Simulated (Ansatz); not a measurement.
**Kick test of a cell of KNb3O**

The cell was found from a structure generator's guess, not taken from experiment.

Method: DFT PBE, scalar-relativistic, plane waves, PAW (Ansatz). Settings: cutoff 420 eV, Γ-centred mesh 10×10×6 on the computed 5-atom cell, Gaussian smearing of 0.10 eV; no spin polarisation.

The cell below (5 atoms, space group P4/mmm (No. 123)) is relaxed within its symmetry.

```xyz
5
Lattice="3.5435 0.0000 0.0000 0.0000 3.5435 0.0000 0.0000 0.0000 7.1700" Properties=species:S:1:pos:R:3 pbc="T T T"
K     1.7718    1.7718    3.5850
Nb    1.7718    1.7718    0.0000
Nb    0.0000    0.0000    5.6919
Nb    0.0000    0.0000    1.4780
O     0.0000    0.0000    3.5850
```

For the test a repeat of it with 10 atoms (edges 3.54, 3.54, 14.34 Å) was strained at random (σ = 1.5 % a component), the atoms were moved at random (σ = 0.10 Å), and all was relaxed again on a coarse 6×6×2 mesh (in the run’s order of axes) with 0.20 eV smearing, with no symmetry imposed.

The cell is a metal run without spin; a magnetic state may lie lower.

**Question.** Does it come back?

**Answer.** It returns, within 1 meV/atom of the unmoved cell on that mesh and with the same symmetry when read at 0.1 Å (C2/m at 0.01 Å, so small strains and shifts remain). So it is stable against the distortions that fit this cell and that this random move excites. Modes that don't fit the cell aren't tested.
